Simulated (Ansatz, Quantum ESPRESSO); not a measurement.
**CsLiCr2Te2S3: programs and potentials compared**

```
Cs Li Cr Te S
1.0
     6.10792   -0.01886    0.00581
    -2.28822    5.93151    0.00333
    -1.38462   -2.19395    7.56260
Cs Li Cr Te S
1 1 2 2 3
Direct
  0.06348 0.10178 0.99394
  0.57026 0.58143 0.57403
  0.07801 0.50138 0.57990
  0.43162 0.02972 0.53722
  0.54458 0.76732 0.28198
  0.01143 0.65932 0.29902
  0.77800 0.37133 0.70773
  0.39402 0.82508 0.74875
  0.19605 0.23009 0.48646
```

The cell comes from a database or a generator and needn't be the stable form of this composition.

Alike in all runs: task single point; functional PBE; k mesh 5 × 5 × 4; occupations fermi-dirac, width 0.05 eV; collinear spin, ferromagnetic start; no spin-orbit coupling. Pressure is positive in compression and, in plane waves, holds the error of the finite cutoff, which Ansatz's Pulay term estimates and takes out.

```csv
program and potentials,plane-wave cutoff (eV),notes,pressure (GPa),net moment per atom (μB),largest force (eV/Å)
"Ansatz, Ansatz PAW (files of its older set among them)",1070,10 valence electrons an atom on average,-0.03,0.60,0.130
"Ansatz, Ansatz NC with PseudoDojo standard (PBE files)",1279,10 valence electrons an atom on average,-0.04,0.60,0.127
"Quantum ESPRESSO, SSSP 1.3 efficiency PBE",748,7.78 valence electrons an atom on average,0.03,0.60,0.087
"Ansatz, PseudoDojo standard (PBE files)",1279,10 valence electrons an atom on average,0.17,0.61,0.078
"Ansatz, SPMS NC",871,10 valence electrons an atom on average,0.24,0.61,0.084
"Ansatz, JTH PAW",1230,7.78 valence electrons an atom on average,?,?,?
```

Question: Estimate from the other rows what the run with Ansatz, JTH PAW gave.

Answer: Pressure 0.07 GPa; net moment per atom 0.60 μB; largest force 0.100 eV/Å. The other rows, which needn't bracket it: pressure -0.04 to 0.24; net moment per atom 0.60 to 0.61; largest force 0.078 to 0.130.
